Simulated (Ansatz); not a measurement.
AgW:
```cif
data_Ag2W2
_chemical_formula_sum 'W2 Ag2'
_space_group_name_H-M_alt 'P 1'
_space_group_IT_number 1
_cell_length_a 4.58749
_cell_length_b 2.70188
_cell_length_c 5.15071
_cell_angle_alpha 90.000
_cell_angle_beta 90.000
_cell_angle_gamma 90.000
loop_
_space_group_symop_operation_xyz
  'x, y, z'
loop_
_atom_site_label
_atom_site_type_symbol
_atom_site_fract_x
_atom_site_fract_y
_atom_site_fract_z
_atom_site_occupancy
W1 W 0.25000 0.00000 0.86596 1
W2 W 0.75000 0.00000 0.13404 1
Ag1 Ag 0.25000 0.50000 0.36149 1
Ag2 Ag 0.75000 0.50000 0.63851 1
```

Relaxed with PBEsol.

Problem. Decompose the optical modes at the zone centre into irreducible representations, and say which are infrared and Raman allowed.

Solution. Point group mmm: Γ_opt = 2Ag + B1u + 2B2g + B2u + 2B3g + B3u. Infrared: B1u, B2u, B3u. Raman: Ag, B2g, B3g.

Problem. Assign frequencies (DFPT, plane-wave PAW PBEsol (Ansatz code)).

Solution. B3g 89i, B3g 89, B2u 122, Ag 128, B2g 129, B3u 143, B1u 179, Ag 191, B2g 211 cm⁻¹.

Subscripts of B labels follow the axes of the standard setting.

Space group Pmma. The start of the workflow was typed in or built on a structure type; neither database checked (COD, Materials Project) lists it. Its standing as an ambient phase is unchecked. Symmetry was held in the PBEsol relaxation. At this level the phase is dynamically unstable (imaginary phonons). No spin polarisation was allowed. Its formation energy is positive at this level, so the cell may be metastable or incomplete. As this level gives no gap, phonon frequencies hold no LO–TO term and depend on the k-mesh and smearing (Fermi–Dirac, 0.1 eV here). Scalar-relativistic: spin–orbit coupling is off unless named, which matters more the heavier the elements.

Potentials: the earlier of the program's two PAW sets. The files were generated under PBE; for other functionals the program regenerates the frozen cores, and for LDA and PBEsol the local potential too.
